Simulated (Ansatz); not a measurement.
A geometry of Cu away from equilibrium: step 2 of the relaxation of a relaxed Cu cell shaken by Gaussian noise of σ = 0.08 Å a coordinate. The numbers are results of PBE (plane waves to 420 eV, PAW, scalar-relativistic; Ansatz, a quantum-chemistry and plane-wave program), not measurements. Γ-centred k-mesh 7×7×7 on the run's cell (coarser than for final values), Fermi–Dirac smearing 0.05 eV.

```
CELL_PARAMETERS angstrom
      4.60428     0.00423     0.02625
      0.00423     4.61898     0.00654
      0.02625     0.00654     4.60138
ATOMIC_POSITIONS crystal
  Cu 0.25628 0.98710 0.47803
  Cu 0.77629 0.00427 0.51217
  Cu 0.01850 0.49703 0.24717
  Cu 0.98126 0.49989 0.77102
  Cu 0.48533 0.24371 0.02372
  Cu 0.51763 0.74074 0.00083
  Cu 0.99236 0.99459 0.97857
  Cu 0.51543 0.49317 0.49061
```

Question: Give the Cartesian forces on all atoms (eV/Å).

Answer: 
| atom | Fx | Fy | Fz |
|---|---|---|---|
| Cu1 | 1.08 | -0.02 | 0.02 |
| Cu2 | -1.43 | -0.06 | -0.41 |
| Cu3 | 0.09 | -0.03 | 1.30 |
| Cu4 | 0.21 | -0.11 | -1.53 |
| Cu5 | 0.10 | -0.22 | -0.47 |
| Cu6 | -0.29 | 0.20 | -0.18 |
| Cu7 | 0.47 | 0.15 | 0.72 |
| Cu8 | -0.24 | 0.10 | 0.54 |

Question: What is the pressure?

Answer: +2.2 GPa, compression positive.

Question: How far above the relaxed end point is this geometry?

Answer: 0.04 eV/atom; the path ends in R-3c (No. 167).

No spin polarisation in the result.

The end of the path is a generated cell of Cu: the first start was made by placing the elements on the sites of a structure type, and the end was not matched to a known phase here, so it may be hypothetical. Known forms of Cu include space group No. 225.
